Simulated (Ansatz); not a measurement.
Ge₂Mo (fluorite or antifluorite type, Fm-3m), plane-wave PAW PBE (Ansatz code), all energies at zero smearing, with the estimated change up to a 700 eV cutoff added, with one set of potentials and settings (totals compare only within such a set). Cell of 3 atoms (1 Mo, 2 Ge): -13544.575 eV.

```
element             reference phase  E (eV/atom)
-------  --------------------------  -----------
Mo       Im-3m, 1 atoms in the cell   -4956.0212
Ge       Fd-3m, 2 atoms in the cell   -4294.9847
```

Formation energy per atom, worked out: (-13544.575 − 1×(-4956.0212) − 2×(-4294.9847))/3 = 0.472 eV/atom (46 kJ per mol of atoms), at 0 K, without zero-point energy or fitted corrections.

The cell is a constructed one: a structure type filled with these elements; neither database checked (COD, Materials Project) lists it. COD files the formula under space group No. 62, so this cell is another polymorph or a model. Whether it is the stable phase at ambient conditions was not checked. The PBE relaxation kept the symmetry of its start; its stability against distortions is not shown here. The run is not spin-polarised. The references are the lowest solids computed at this level, not always the standard phases.

Potentials: the later of the program's two PAW sets.
